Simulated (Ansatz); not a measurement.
# Ba2SnSe4 — coordination and 135Ba quadrupole coupling

Cell: a computed structure from the Materials Project (it need not be an observed phase).

```xyz
28
Lattice="8.6473 0.0000 0.0000 0.0000 9.4076 0.0000 -5.1426 0.0000 11.4792" Properties=species:S:1:pos:R:3 pbc="T T T"
Ba    7.0288    8.3230    1.7969
Ba   -0.9528    3.6192    3.9427
Ba   -3.5241    1.0846    9.6823
Ba    4.4575    5.7884    7.5364
Ba    2.8703    7.9786    3.9078
Ba    3.2057    3.2748    1.8318
Ba    0.6344    1.4290    7.5714
Ba    0.2990    6.1328    9.6474
Sn   -0.9168    7.6532    5.8147
Sn    1.8502    2.9494   11.4040
Sn    4.4215    1.7544    5.6644
Sn    1.6545    6.4582    0.0752
Se   -1.5903    8.2967    8.1704
Se    2.5237    3.5929    9.0484
Se    5.0950    1.1109    3.3088
Se    0.9810    5.8147    2.4308
Se    0.0404    0.1887    4.4836
Se    6.0356    4.8925    1.2560
Se    3.4643    9.2190    6.9956
Se   -2.5309    4.5151   10.2232
Se    5.8518    6.5014    4.5225
Se    0.2243    1.7976    1.2171
Se   -2.3470    2.9063    6.9566
Se    3.2804    7.6101   10.2621
Se    0.8684    5.9287    6.2173
Se    0.0650    1.2249   11.0014
Se    2.6363    3.4789    5.2618
Se    3.4397    8.1827    0.4778
```

Atoms are numbered from 1 in the order listed; like atoms form one site, named after its first atom.

Computed with Ansatz: DFT, r2SCAN, plane waves and PAW, scalar-relativistic, 500 eV cutoff, Γ-centred 4×3×3 k-points, Fermi–Dirac smearing 0.02 eV.

Q(135Ba) = 153.0 mb.

Question: Rank these Ba sites by |C_Q|, smallest first.
A. Ba1: 9 Se at 3.29–3.83 Å
B. Ba5: 7 Se at 3.23–3.68 Å

Answer: A (21.5 MHz, η = 0.69), B (29.7 MHz, η = 0.69).

Like point charges on the first shell alone (each adding as 1/d³) would give the same order.

Without spin–orbit coupling (the program notes it for Ba) the gradients are little affected as a rule: paired runs on crystals with a gap mostly move them by under 2 % at such atoms.
